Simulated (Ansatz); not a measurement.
Here is the system:

Y2C:
```yaml
crystal:
  lattice:
    - [3.59753, 0.00000, 0.00000]
    - [-1.79877, 3.11555, 0.00000]
    - [0.00000, 0.00000, 6.24421]
  atoms:
    - { symbol: C, position: [0.00000, 0.00000, 0.00000] }
    - { symbol: Y, position: [0.33333, 0.66667, 0.21635] }
    - { symbol: Y, position: [0.66667, 0.33333, 0.78365] }
```

This is the r²SCAN-relaxed structure.

Q: All from DFT-r²SCAN in the program Ansatz with PAW potentials, unless another level is named. Predict the electronic character.

A: metallic (no gap).

Q: What about the formation energy from the elements (no fitted shifts)?

A: -39 kJ/mol of atoms.

Q: And the gap with spin–orbit coupling?

A: none (metallic).

Space group P-3m1 (anti-CdI2 type). The cell is a constructed one: a structure type filled with these elements; neither database checked (COD, Materials Project) lists it. COD files the formula under space group No. 166. Its standing as an ambient phase is unchecked. The cell was relaxed with r²SCAN under the symmetry of its start; whether a distortion lowers the energy is not shown. The run is not spin-polarised. The references are the lowest solids computed at this level, not always the standard phases. Scalar-relativistic: spin–orbit coupling is off unless named, which matters more the heavier the elements.

Potentials: the earlier of the program's two PAW sets.
